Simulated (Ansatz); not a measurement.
CsSnI₃ — electric field gradients

The cell is a computed structure from the Materials Project (it need not be an observed phase), taken as it stands.

Space group Pnma (No. 62); a = 10.5977, b = 4.7828, c = 17.9646 Å.

| site | Wyckoff | site symmetry | x | y | z |
| --- | --- | --- | --- | --- | --- |
| Cs | 4c | .m. | 0.5841 | 0.2500 | 0.1699 |
| Sn | 4c | .m. | 0.8414 | 0.2500 | 0.9381 |
| I9 | 4c | .m. | 0.5269 | 0.7500 | 0.6156 |
| I13 | 4c | .m. | 0.7940 | 0.7500 | 0.2914 |
| I17 | 4c | .m. | 0.6661 | 0.7500 | 0.9986 |

One atom of each set is listed.

Computed with Ansatz: DFT, PBE, plane waves and PAW, scalar-relativistic, 420 eV cutoff, Γ-centred 3×6×2 k-points, Fermi–Dirac smearing 0.02 eV.

Conventions: |V_zz| ≥ |V_yy| ≥ |V_xx|, η = (V_xx − V_yy)/V_zz, C_Q = eQV_zz/h.

Cs-133: I = 7/2, Q = -3.430 mb; I-127: I = 5/2, Q = -688.2 mb. Nuclear quadrupole moments: year-2017 set (Pyykkö).

| site | atoms | first shell | V_xx, V_yy, V_zz (10²¹ V/m²) | η | C_Q (MHz) |
| --- | --- | --- | --- | --- | --- |
| Cs | 4 | 9 I at 3.93–4.24 Å | -0.59, -2.93, 3.52 | 0.67 | -0.292 |
| Sn | 4 | 6 I at 3.00–3.48 Å | 1.32, 3.32, -4.64 | 0.43 | – |
| I9 | 4 | 3 Sn at 3.24–3.48 Å | 2.02, 6.44, -8.46 | 0.52 | 141 |
| I13 | 4 | 1 Sn at 3.00 Å | -9.91, -19.83, 29.7 | 0.33 | -495 |
| I17 | 4 | 2 Sn at 3.22 Å, angle 96° | 6.54, 15.31, -21.9 | 0.40 | 364 |

At Sn V_zz points along its shortest bond, to I (within 1°). At I13 V_zz points along its bond to Sn (within 1°). At I17 V_zz stands upright on the plane of its two bonds (within 6°).

Sn has no stable isotope with a ground-state quadrupole moment in the table, so no C_Q is given.

Without spin–orbit coupling the gradients at and beside I can be off by some per cent, at some sites by more.
